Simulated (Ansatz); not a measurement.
HfO$_{2}$:
```
CELL_PARAMETERS angstrom
      5.48560     0.00000     0.00000
      0.00000     3.25586     0.00000
      0.00000     0.00000     6.39694
ATOMIC_POSITIONS crystal
  Hf 0.75433 0.25000 0.11331
  Hf 0.24567 0.75000 0.88669
  Hf 0.74567 0.75000 0.61331
  Hf 0.25433 0.25000 0.38669
  O  0.97496 0.75000 0.33854
  O  0.02504 0.25000 0.66146
  O  0.52504 0.25000 0.83854
  O  0.47496 0.75000 0.16146
  O  0.85930 0.75000 0.92656
  O  0.14070 0.25000 0.07344
  O  0.64070 0.25000 0.42656
  O  0.35930 0.75000 0.57344
```

Relaxed with LDA. Special points in fractions of this cell's reciprocal vectors: Γ (0.000, 0.000, 0.000); X (0.500, 0.000, 0.000); S (0.500, 0.500, 0.000); Y (0.000, 0.500, 0.000); Z (0.000, 0.000, 0.500); U (0.500, 0.000, 0.500); R (0.500, 0.500, 0.500); T (0.000, 0.500, 0.500).

Question: List the band energies nearest the valence-band maximum at these points for plane-wave PAW LDA (Ansatz code).

Answer: In eV from the valence-band maximum; about four levels below and three above (degenerate sets whole), none deeper than 8.9 eV; points with the same levels are listed once.

| k | below | above |
|---|---|---|
| Γ | -0.89 -0.26 -0.07 0.00 | 3.24 4.43 4.50 |
| X | -0.92 -0.92 -0.37 -0.37 | 4.25 4.25 5.61 5.61 |
| S | -0.72 -0.72 -0.72 -0.72 | 5.93 5.93 5.93 5.93 |
| Y | -1.00 -1.00 -0.67 -0.67 | 5.39 5.39 6.20 6.20 |
| Z | -0.60 -0.60 -0.35 -0.35 | 4.25 4.25 4.95 4.95 |
| U | -0.86 -0.86 -0.51 -0.51 | 5.07 5.07 5.20 5.20 |
| R | -0.73 -0.73 -0.73 -0.73 | 6.17 6.17 6.17 6.17 |
| T | -1.07 -1.07 -0.85 -0.85 | 5.34 5.34 6.44 6.44 |

Space group Pnma. The first step of the workflow began from a Materials Project structure, measured or hypothetical; the Crystallography Open Database copy checked does not list it. It is not the phase usual at ambient conditions (space group No. 14, 29). The LDA relaxation kept the symmetry of its start; of distortions, only those at the zone centre were tested. No spin polarisation was allowed. Scalar-relativistic: spin–orbit coupling is off unless named, which matters more the heavier the elements.

Potentials: the later of the program's two PAW sets.
